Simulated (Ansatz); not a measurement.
SnGe:
```xyz
2
Lattice="3.5325 1.9874 0.0000 -3.5325 1.9874 0.0000 -2.4225 0.0000 3.4769" Properties=species:S:1:pos:R:3 pbc="T T T"
Sn     0.0000     1.9874     0.0000
Ge    -1.2113     0.0000     1.7385
```

Relaxed with PBE. Special points in fractions of this cell's reciprocal vectors: Γ (0.000, 0.000, 0.000); C (0.368, 0.368, 0.000); C2 (-0.368, 0.632, 0.000); Y2 (-0.500, 0.500, 0.000); M2 (-0.500, 0.500, 0.500); D (-0.256, 0.744, 0.500); D2 (0.256, 0.256, 0.500); A (0.000, 0.000, 0.500); L2 (0.000, 0.500, 0.500); V2 (0.000, 0.500, 0.000).

### Question
List the band energies nearest the Fermi level at these points for DFT-PBE in the program Ansatz with PAW potentials.

### Answer
In eV from the Fermi level; about four levels below and three above (degenerate sets whole), none deeper than 8.9 eV; points with the same levels are listed once.

```csv
k,below,above
Γ,-1.00 -0.35,0.27 0.64 5.84
C,-6.62 -4.33 -1.95 -1.06,5.56 5.84 6.66
Y2,-4.96 -4.75 -2.73 -1.83,3.13 8.36 8.62
M2,-8.83 -7.97,0.77 1.14 1.32
D,-7.79 -6.65 -3.95 -3.92,2.29 2.67 6.66
A,-8.17,1.12 1.29 1.84
L2,-4.96 -4.69 -2.45 -2.12,3.08 8.25 8.50
V2,-8.71 -7.80,0.62 0.89 1.16
```

Space group C2/m. A made-up cell: these elements were put on the sites of a structure type; neither database checked (COD, Materials Project) lists it. Whether it is the stable phase at ambient conditions was not checked. The cell was relaxed with PBE under the symmetry of its start; whether a distortion lowers the energy is not shown. Scalar-relativistic: spin–orbit coupling is off unless named, which matters more the heavier the elements.

Potentials: the later of the program's two PAW sets.
